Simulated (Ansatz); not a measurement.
# NaCl: what the electron mass says about interband coupling

Theory: DFT PBEsol, scalar-relativistic, plane waves, PAW in Ansatz 0.2.0.

Plane waves to 420 eV, a k mesh through Γ of 8×8×8 on the computed 2-atom cell and Gaussian smearing (0.02 eV); no spin polarisation.

Relaxed cell: Fm-3m, a = 5.602 Å, b = 5.602 Å, c = 5.602 Å, α = 90.00°, β = 90.00°, γ = 90.00°, 2 atoms in the primitive cell.

The direct gap at Γ is 5.011 eV, and at Γ the conduction band has a mass of 0.3882 mₑ and the lightest hole 0.5995 mₑ, both along x.

Question: Use two-band k·p theory to get the Kane energy. As an exercise, what mass follows if the true gap is 1.5 times the computed one (semilocal functionals can miss by more, threefold or worse in zinc and cadmium oxides)?

Answer: Coupling to the valence top alone gives mₑ/m* = 1 + E_P/E_g, so E_P = E_g (mₑ/m* − 1) = 5.011 × (2.58 − 1) = 7.9 eV. The light hole is the mirror band, mₑ/mₗₕ = E_P/E_g − 1, and gives 13.4 eV; the spread shows what other bands add. Fits to experiment give about 15 to 31 eV for common tetrahedral semiconductors; the figure from the electron is a net one, lowered by higher conduction bands, and semilocal functionals tend to give less. With E_P fixed and E_g = 7.52 eV the mass becomes 0.488 mₑ: in this model the mass grows with the gap, in proportion where E_P ≫ E_g, which is why functionals that close gaps give light electrons. A correction that opens the gap also strengthens the coupling, so the true mass usually rises less. Remote bands and spin-orbit splitting are left out of the model.